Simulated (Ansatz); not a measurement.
Zr₂C:
```
Zr2C
1.0
    3.60192     0.00000     0.00000
    0.00000     3.60192     0.00000
    0.00000     0.00000     6.90406
Zr C
4 2
Direct
  0.00000   0.00000   0.00000
  0.50000   0.50000   0.00000
  0.50000   0.00000   0.36982
  0.00000   0.50000   0.63018
  0.50000   0.00000   0.72923
  0.00000   0.50000   0.27077
```

Relaxed with PBEsol. Special points in fractions of this cell's reciprocal vectors: Γ (0.000, 0.000, 0.000); X (0.000, 0.500, 0.000); M (0.500, 0.500, 0.000); Z (0.000, 0.000, 0.500); R (0.000, 0.500, 0.500); A (0.500, 0.500, 0.500).

### Question
List the band energies nearest the Fermi level at these points for the program Ansatz at the PBEsol with spin–orbit coupling level (PAW).

### Answer
In eV from the Fermi level; about four levels below and three above (degenerate sets whole), none deeper than 8.9 eV; points with the same levels are listed once.

```csv
k,below,above
Γ,-0.63 -0.63 -0.61 -0.61,0.96 0.96 0.97 0.97
X,-0.12 -0.12 -0.12 -0.12,1.40 1.40 1.40 1.40
M,-0.54 -0.54 -0.54 -0.54,0.40 0.40 0.40 0.40
Z,-1.19 -1.19 -1.11 -1.11,0.10 0.10 0.86 0.86
R,-0.94 -0.94 -0.94 -0.94,0.50 0.50 0.50 0.50
A,-0.70 -0.70 -0.70 -0.70 -0.69 -0.69 -0.69 -0.69,3.59 3.59 3.59 3.59
```

Space group P4/nmm. The cell is a constructed one: a structure type filled with these elements; neither database checked (COD, Materials Project) lists it. Its standing as an ambient phase is unchecked. The PBEsol relaxation kept the symmetry of its start; whether a distortion lowers the energy is not shown. No spin polarisation was allowed.

Potentials: the earlier of the program's two PAW sets. The files were generated under PBE; for other functionals the program regenerates the frozen cores, and for LDA and PBEsol the local potential too.
